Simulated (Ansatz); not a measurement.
Relaxed candidate structures of Si₂W:

A. Cmcm (No. 63), oS12; a = 3.191 Å, b = 12.256 Å, c = 4.170 Å, α = β = γ = 90.00°; Si 4c (0.000, 0.066, 0.250); Si 4c (0.000, 0.734, 0.250); W 4c (0.000, 0.400, 0.250)

B. Fddd, origin choice 1 (No. 70), oF24; a = 4.5568 Å, b = 7.8736 Å, c = 8.9148 Å, α = β = γ = 90.00°; Si 16f (0.000, 0.336, 0.000); W 8a (0.000, 0.000, 0.000)

C. I4/mmm (No. 139), tI6; a = 3.203 Å, b = 3.203 Å, c = 7.816 Å, α = 90.00°, β = 90.00°, γ = 90.00°; W 2a (0.000, 0.000, 0.000); Si 4e (0.000, 0.000, 0.335)

D. I4/mcm (No. 140), tI12, AFLOW prototype A2B_tI12_140_h_a (C16, as in Al2Cu); a = b = 5.961 Å, c = 5.128 Å, α = β = γ = 90.00°; Si 8h (0.359, 0.141, 0.000); W 4a (0.000, 0.000, 0.250)

E. Fm-3m (No. 225), cF12; a = b = c = 5.8346 Å, α = β = γ = 90.00°; W 4a (0.000, 0.000, 0.000); Si 8c (0.250, 0.250, 0.250)

Put the candidates in order of energy per atom, lowest first, for PBEsol (plane waves to 420 eV, PAW, scalar-relativistic; Ansatz, a program for electronic structure).

C (reference, the lowest of the structures calculated here), B (+0.12 eV/atom), A (+0.28 eV/atom), D (+0.37 eV/atom), E (+0.92 eV/atom)

1 run with a doubtful electronic state, a coarser numerical grid, an end not at rest or a source that can't be used is left out. Each run could gain symmetry but not lose that of its start, so entries can be saddle points. From databases, or of a type measured for this composition: I4/mmm, tI6; the others are generated cells (placed on structure types, drawn at random, substituted or restacked) that were not matched to a known phase here. Static energies at zero pressure. The runs use different k-meshes, so differences are rounded accordingly. No spin polarisation in the result.
